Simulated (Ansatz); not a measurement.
Rigid cleavage in W

These are results of Ansatz, DFT PBEsol, scalar-relativistic, plane waves, PAW, not measurements. Cutoff 420 eV, Γ-centred 8×8×4 k-points, Gaussian smearing of 0.15 eV. Spin–orbit coupling is left out, which can shift energies with elements as heavy as these. No spin polarisation. Energies are free energies at this smearing, counted from the undisturbed cell; pressure is positive in compression.

The starting cell (relaxed at this level; this form isn't the usual structure):

```
CELL_PARAMETERS angstrom
0.00000 -5.03204 0.00000
0.00000 0.00000 -5.03204
10.06409 0.00000 0.00000
ATOMIC_POSITIONS crystal
W 0.00000 0.00000 0.43750
W 0.00000 0.00000 0.93750
W 0.50000 0.50000 0.18750
W 0.50000 0.50000 0.68750
W 0.50000 0.75000 0.93750
W 0.50000 0.75000 0.43750
W 0.50000 0.25000 0.93750
W 0.50000 0.25000 0.43750
W 0.00000 0.50000 0.06250
W 0.00000 0.50000 0.56250
W 0.00000 0.50000 0.31250
W 0.00000 0.50000 0.81250
W 0.25000 0.00000 0.18750
W 0.25000 0.00000 0.68750
W 0.75000 0.00000 0.18750
W 0.75000 0.00000 0.68750
```

The cut lies on the cell's a–b face, a (1 0 0) plane (indices in the standard cell, whose axes needn't be the Cartesian ones shown) of area 25.32 Å², between layers 1.26 Å apart. Vector c is lengthened by d along the normal with the atoms' Cartesian places fixed: one unrelaxed cut a cell. The cell is metallic on the mesh throughout.

```csv
d (Å),energy (J/m²),traction dE/dd (GPa)
0.00,0.00,0.0
0.50,1.64,48.4
1.00,3.99,42.0
2.00,6.75,15.6
3.00,7.67,4.6
```

Cost: 5 runs of about 25 core-minutes in all, on Arm Neoverse V1 (shared hosts).